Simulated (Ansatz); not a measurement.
KF:
```xyz
2
Lattice="0.0000 2.6533 2.6533 2.6533 0.0000 2.6533 2.6533 2.6533 0.0000" Properties=species:S:1:pos:R:3 pbc="T T T"
K      0.0000     0.0000     0.0000
F      2.6533     2.6533     2.6533
```

Relaxed with PBEsol. PBEsol in the plane-wave PAW code Ansatz gives a gap of 6.15 eV.

### Question
What gap does HSE06 give on the same cell (Ansatz, PAW)?

### Answer
8.30 eV, 2.15 eV more. The hybrid was solved on a coarser mesh and at special points; the gap given is the minimum over both.

| k | v1 PBEsol | c1 PBEsol | v1 HSE06 | c1 HSE06 |
|---|---|---|---|---|
| Γ | 0.00 | 6.15 | 0.00 | 8.30 |
| X | -0.05 | 8.13 | [?] | [?] |
| L | -0.37 | 9.07 | [?] | [?] |
| W | -0.16 | 9.71 | [?] | [?] |
| K | -0.19 | 8.91 | [?] | [?] |

### Question
Top valence (v1) and lowest conduction level (c1) in eV from each method's valence maximum (which need not be a listed point): supply the withheld HSE06 values.

### Answer

- L, v1 HSE06: -0.37
- L, c1 HSE06: 11.32
- W, v1 HSE06: -0.14
- W, c1 HSE06: 11.99
- X, v1 HSE06: -0.05
- X, c1 HSE06: 10.36
- K, v1 HSE06: -0.17
- K, c1 HSE06: 11.16

Cost on shared cores: the PBEsol run (SCF on a 9×9×9 mesh, then bands and DOS) about 10 core-seconds (a rough figure), the HSE06 run (SCF on 7×7×7, then a few points) around 120 core-seconds (rough); the tasks are unlike.

Space group Fm-3m (rock salt). Symmetry was held in the PBEsol relaxation.

Potentials: the earlier of the program's two PAW sets. The files were generated under PBE; for other functionals the program regenerates the frozen cores, and for LDA and PBEsol the local potential too.
